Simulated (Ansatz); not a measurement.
Relaxed Cu (fcc, Cu type):

```xyz
4
Lattice="3.6288 0.0000 0.0000 0.0000 3.6288 0.0000 0.0000 0.0000 3.6288" Properties=species:S:1:pos:R:3 pbc="T T T"
Cu     0.0000     0.0000     0.0000
Cu     1.8144     1.8144     0.0000
Cu     1.8144     0.0000     1.8144
Cu     0.0000     1.8144     1.8144
```

Two-dimensional scan of atom 4 (Cu, nearest neighbour Cu at 2.566 Å; its periodic images, 3.6 Å or more away, move with it): u runs along (1.000, 0.000, 0.000), v along (0.000, 1.000, 0.000) (Cartesian). Cell and other atoms are fixed.

These are PBE (plane waves to 420 eV, PAW, scalar-relativistic; Ansatz, a program for electronic structure) values and carry that method's errors. k mesh 10×10×10 (Γ-centred), Fermi-Dirac smearing 0.05 eV. With partly filled bands, energies and forces of such displacements shift with the k mesh and the smearing. Fu and Fv are the components of the force on the atom. Cu is run without spin polarisation. Cu was relaxed with its symmetry unable to fall. The PAW data are Ansatz's earlier set. 

**Question.** Predict the Fv (eV/Å) at all points of the grid u = -0.380, -0.190, 0.000, 0.190, 0.380 by v = -0.380, -0.190, 0.000, 0.190, 0.380.

**Answer.** Fv (eV/Å), with u across and v down:

```
v \ u   -0.380  -0.190  0.000  0.190  0.380
------  ------  ------  -----  -----  -----
-0.380    4.09    3.08   2.78   3.08   4.09
-0.190    1.84    1.42   1.30   1.42   1.84
0.000     0.00    0.00   0.00   0.00   0.00
0.190    -1.84   -1.42  -1.30  -1.42  -1.84
0.380    -4.09   -3.08  -2.78  -3.08  -4.09
```

(For displaced atoms, the force is minus the slope of the energy, and its curvature is a force constant, which sets phonon frequencies.)
